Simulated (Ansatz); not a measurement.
TiSeS:
```xyz
3
Lattice="3.4904 0.0000 0.0000 -1.7452 3.0227 0.0000 0.0000 0.0000 6.1667" Properties=species:S:1:pos:R:3 pbc="T T T"
Ti     0.0000     2.0152     6.0796
Se     1.7452     1.0076     1.5026
S      0.0000     0.0000     4.7513
```

Relaxed with r²SCAN. Special points in fractions of this cell's reciprocal vectors: Γ (0.000, 0.000, 0.000); M (0.500, 0.000, 0.000); K (0.333, 0.333, 0.000); A (0.000, 0.000, 0.500); L (0.500, 0.000, 0.500); H (0.333, 0.333, 0.500).

Question: List the band energies nearest the Fermi level at these points for r²SCAN in the plane-wave PAW code Ansatz.

Answer: In eV from the Fermi level; about four levels below and three above (degenerate sets whole), none deeper than 8.9 eV; points with the same levels are listed once.

```
k                          below                above
-  -----------------------------  -------------------
Γ        -5.46 -3.17 -3.17 -0.70  0.08 0.08 0.36 0.36
M        -3.20 -3.11 -2.67 -1.60       0.13 1.33 1.73
K        -4.21 -2.98 -2.83 -2.72       1.05 1.44 1.68
A  -3.15 -3.15 -2.52 -0.01 -0.01       0.35 0.35 1.34
L        -3.11 -1.81 -1.45 -0.04       1.33 1.70 3.25
H        -4.30 -3.23 -2.57 -2.54       1.05 1.29 1.41
```

Space group P3m1. The first step of the workflow began from a Materials Project structure, measured or hypothetical; the Crystallography Open Database copy checked does not list it. Whether it is the stable phase at ambient conditions was not checked. The r²SCAN relaxation kept the symmetry of its start; whether a distortion lowers the energy is not shown. No spin polarisation was allowed. A crystal of weakly bound layers computed without a dispersion correction: the cell and the soft elastic constants depend strongly on that. Scalar-relativistic: spin–orbit coupling is off unless named, which matters more the heavier the elements.

Potentials: the earlier of the program's two PAW sets.
